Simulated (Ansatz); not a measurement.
## Chalcopyrite alloy of ZnGeP2 and CdGeP2 (1 of 16 Zn sites exchanged), 64 atoms

Ansatz, PAW, plane waves. PBEsol relaxation of cell lengths and atoms (angles held) at the single k point (¼, ¼, ¼) without its symmetry partners; single points on the relaxed atoms at the Γ point alone, onto which points of the small cell's zone fold. Arrangement: quasirandom. No spin–orbit coupling unless named.

Relaxed structure:

```yaml
crystal:
  lattice:
    - [10.88271, -0.00013, -0.00004]
    - [-0.00013, 10.88171, -0.00004]
    - [-0.00004, -0.00004, 10.72230]
  atoms:
    - { symbol: Zn, position: [0.99949, 0.00006, 0.00062] }
    - { symbol: Zn, position: [0.49940, 0.00014, 0.00036] }
    - { symbol: Zn, position: [0.49948, 0.50000, 0.00010] }
    - { symbol: Zn, position: [0.00118, 0.24741, 0.25237] }
    - { symbol: Zn, position: [0.99850, 0.75150, 0.25254] }
    - { symbol: Zn, position: [0.49979, 0.24935, 0.25059] }
    - { symbol: Zn, position: [0.50049, 0.74915, 0.25068] }
    - { symbol: Zn, position: [0.24982, 0.99895, 0.75004] }
    - { symbol: Zn, position: [0.25201, 0.50024, 0.74853] }
    - { symbol: Zn, position: [0.75003, 0.99958, 0.75000] }
    - { symbol: Zn, position: [0.74818, 0.49764, 0.74841] }
    - { symbol: Zn, position: [0.24923, 0.25011, 0.50057] }
    - { symbol: Zn, position: [0.24921, 0.74984, 0.50037] }
    - { symbol: Zn, position: [0.74949, 0.25006, 0.50008] }
    - { symbol: Zn, position: [0.74961, 0.74989, 0.50061] }
    - { symbol: Cd, position: [0.00058, 0.50160, 0.00173] }
    - { symbol: Ge, position: [0.00089, 0.00039, 0.49968] }
    - { symbol: Ge, position: [0.00073, 0.50049, 0.50022] }
    - { symbol: Ge, position: [0.50061, 0.00037, 0.50013] }
    - { symbol: Ge, position: [0.50071, 0.50061, 0.50079] }
    - { symbol: Ge, position: [0.25068, 0.00055, 0.25044] }
    - { symbol: Ge, position: [0.25306, 0.50070, 0.25189] }
    - { symbol: Ge, position: [0.75021, 0.00056, 0.25027] }
    - { symbol: Ge, position: [0.74824, 0.50011, 0.25159] }
    - { symbol: Ge, position: [0.25285, 0.24788, 0.99947] }
    - { symbol: Ge, position: [0.25368, 0.75299, 0.00084] }
    - { symbol: Ge, position: [0.74825, 0.24824, 0.00053] }
    - { symbol: Ge, position: [0.74840, 0.75282, 0.99941] }
    - { symbol: Ge, position: [0.00041, 0.24847, 0.74883] }
    - { symbol: Ge, position: [0.00005, 0.75270, 0.74888] }
    - { symbol: Ge, position: [0.50056, 0.25022, 0.74986] }
    - { symbol: Ge, position: [0.50054, 0.75065, 0.74992] }
    - { symbol: P, position: [0.12652, 0.12450, 0.12437] }
    - { symbol: P, position: [0.13408, 0.63322, 0.13272] }
    - { symbol: P, position: [0.62429, 0.12331, 0.12493] }
    - { symbol: P, position: [0.62589, 0.62483, 0.12396] }
    - { symbol: P, position: [0.12395, 0.12374, 0.62460] }
    - { symbol: P, position: [0.12359, 0.62511, 0.62595] }
    - { symbol: P, position: [0.62423, 0.12487, 0.62521] }
    - { symbol: P, position: [0.62381, 0.62471, 0.62523] }
    - { symbol: P, position: [0.37430, 0.37454, 0.12510] }
    - { symbol: P, position: [0.37620, 0.87648, 0.12645] }
    - { symbol: P, position: [0.86725, 0.36751, 0.13223] }
    - { symbol: P, position: [0.87354, 0.87503, 0.12534] }
    - { symbol: P, position: [0.37465, 0.12411, 0.37596] }
    - { symbol: P, position: [0.37598, 0.62412, 0.37692] }
    - { symbol: P, position: [0.87487, 0.12340, 0.37618] }
    - { symbol: P, position: [0.87436, 0.62342, 0.37555] }
    - { symbol: P, position: [0.12512, 0.37637, 0.37437] }
    - { symbol: P, position: [0.12488, 0.87630, 0.37494] }
    - { symbol: P, position: [0.62360, 0.37607, 0.37563] }
    - { symbol: P, position: [0.62502, 0.87582, 0.37479] }
    - { symbol: P, position: [0.13159, 0.36726, 0.86890] }
    - { symbol: P, position: [0.12499, 0.87407, 0.87616] }
    - { symbol: P, position: [0.62452, 0.37347, 0.87568] }
    - { symbol: P, position: [0.62327, 0.87579, 0.87510] }
    - { symbol: P, position: [0.37667, 0.37467, 0.62396] }
    - { symbol: P, position: [0.37596, 0.87452, 0.62417] }
    - { symbol: P, position: [0.87643, 0.37428, 0.62433] }
    - { symbol: P, position: [0.87622, 0.87590, 0.62342] }
    - { symbol: P, position: [0.37625, 0.12416, 0.87378] }
    - { symbol: P, position: [0.37508, 0.62633, 0.87454] }
    - { symbol: P, position: [0.87458, 0.12565, 0.87482] }
    - { symbol: P, position: [0.86732, 0.63223, 0.86738] }
```

What are the mean bond lengths by pair (pairs within 1.2 times the sum of covalent radii, less contacts 15 % beyond the pair's median; cation–cation pairs of compounds aside; long ionic contacts are cut short by that bound)?

Cd–P 2.486 ± 0.005 Å (standard deviation, 4 bonds); Ge–P 2.334 ± 0.007 Å (standard deviation, 64 bonds); P–Zn 2.347 ± 0.006 Å (standard deviation, 60 bonds).

What gap lies between the top filled and the lowest empty level in the single points?

HSE06 1.96 eV (20 s on NVIDIA GB200).
